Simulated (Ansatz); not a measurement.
MoRu:
```cif
data_MoRu
_chemical_formula_sum 'Ru1 Mo1'
_space_group_name_H-M_alt 'P 1'
_space_group_IT_number 1
_cell_length_a 2.76401
_cell_length_b 2.76401
_cell_length_c 3.81473
_cell_angle_alpha 90.000
_cell_angle_beta 90.000
_cell_angle_gamma 90.000
loop_
_space_group_symop_operation_xyz
  'x, y, z'
loop_
_atom_site_label
_atom_site_type_symbol
_atom_site_fract_x
_atom_site_fract_y
_atom_site_fract_z
_atom_site_occupancy
Ru1 Ru 0.00000 0.00000 0.00000 1
Mo1 Mo 0.50000 0.50000 0.50000 1
```

Relaxed with r²SCAN.

Q: Tabulate the valence density and the electron localisation function along the shortest Ru–Mo contact (2.73 Å), plane-wave PAW r²SCAN (Ansatz code).

A: 

```csv
distance from Ru (Å),density (e/Å³),ELF
0.27,9.39,0.47
0.41,7.95,0.64
0.55,5.73,0.69
0.68,3.44,0.63
0.82,1.75,0.49
0.96,0.88,0.34
1.09,0.55,0.28
1.23,0.42,0.30
1.37,0.37,0.30
1.50,0.39,0.24
1.64,0.49,0.21
1.78,0.78,0.30
1.91,1.51,0.51
2.05,2.84,0.69
2.18,4.50,0.75
2.32,5.91,0.71
2.46,6.51,0.55
```

The density is the valence pseudo-density with augmentation charge, so density and ELF within about 1 Å of a nucleus are not all-electron values.

Space group P4/mmm (L1₀ or tetragonal B2). The start of the workflow was typed in or built on a structure type; neither database checked (COD, Materials Project) lists it. Its standing as an ambient phase is unchecked. The cell was relaxed with r²SCAN under the symmetry of its start; whether a distortion lowers the energy is not shown. The run is not spin-polarised.

Potentials: the later of the program's two PAW sets.
